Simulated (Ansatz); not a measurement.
BaNiF6:
Space group R-3m, hexagonal axes (No. 166); a = 7.3198 Å, b = 7.3198 Å, c = 6.9654 Å, α = 90.00°, β = 90.00°, γ = 120.00°

```json
[
 {"atom": "Ba", "site": "3b", "symmetry": "-3m", "x": "0.0000", "y": "0.0000", "z": "0.5000"},
 {"atom": "Ni", "site": "3a", "symmetry": "-3m", "x": "0.0000", "y": "0.0000", "z": "0.0000"},
 {"atom": "F", "site": "18h", "symmetry": ".m", "x": "0.1126", "y": "0.2252", "z": "0.1518"}
]
```
(The calculation used a cell of 8 atoms; values per cell refer to that cell.)

Relaxed with r²SCAN. Plane-wave PAW r²SCAN (Ansatz code) gives a gap of 2.20 eV.

**Question.** What gap does HSE06 give on the same cell (Ansatz, PAW)?

**Answer.** 4.07 eV, 1.87 eV more. The hybrid was solved on a coarser mesh and at special points; the gap given is the minimum over both.

```json
[
 {"k": "Γ", "v1 r²SCAN": "-0.20", "c1 r²SCAN": "2.20", "v1 HSE06": "0.00", "c1 HSE06": "4.07"},
 {"k": "T", "v1 r²SCAN": "-0.15", "c1 r²SCAN": "2.33", "v1 HSE06": "(withheld)", "c1 HSE06": "(withheld)"},
 {"k": "P0", "v1 r²SCAN": "-0.18", "c1 r²SCAN": "2.46", "v1 HSE06": "(withheld)", "c1 HSE06": "(withheld)"},
 {"k": "L", "v1 r²SCAN": "-0.12", "c1 r²SCAN": "2.43", "v1 HSE06": "(withheld)", "c1 HSE06": "(withheld)"},
 {"k": "F", "v1 r²SCAN": "0.00", "c1 r²SCAN": "2.22", "v1 HSE06": "-0.18", "c1 HSE06": "4.09"}
]
```

**Question.** Top valence (v1) and lowest conduction level (c1) in eV from each method's valence maximum (which need not be a listed point): supply the withheld HSE06 values.

**Answer.** 
- P0, v1 HSE06: -0.32
- P0, c1 HSE06: 4.37
- L, v1 HSE06: -0.24
- L, c1 HSE06: 4.33
- T, v1 HSE06: -0.37
- T, c1 HSE06: 4.21

Cost on shared cores: the r²SCAN run (SCF on a 6×6×6 mesh, then bands and DOS) roughly 2.0 core-minutes, the HSE06 run (SCF on 4×4×4, then a few points) very roughly 5 core-minutes; the tasks are unlike.

The first step of the workflow began from a Materials Project structure, measured or hypothetical; the Crystallography Open Database copy checked does not list it. Whether it is the stable phase at ambient conditions was not checked. Symmetry was held in the r²SCAN relaxation; its stability against distortions is not shown here. No spin polarisation was allowed. No Hubbard U is applied. Spin–orbit coupling is left out wherever it is not named.

Potentials: the later of the program's two PAW sets.
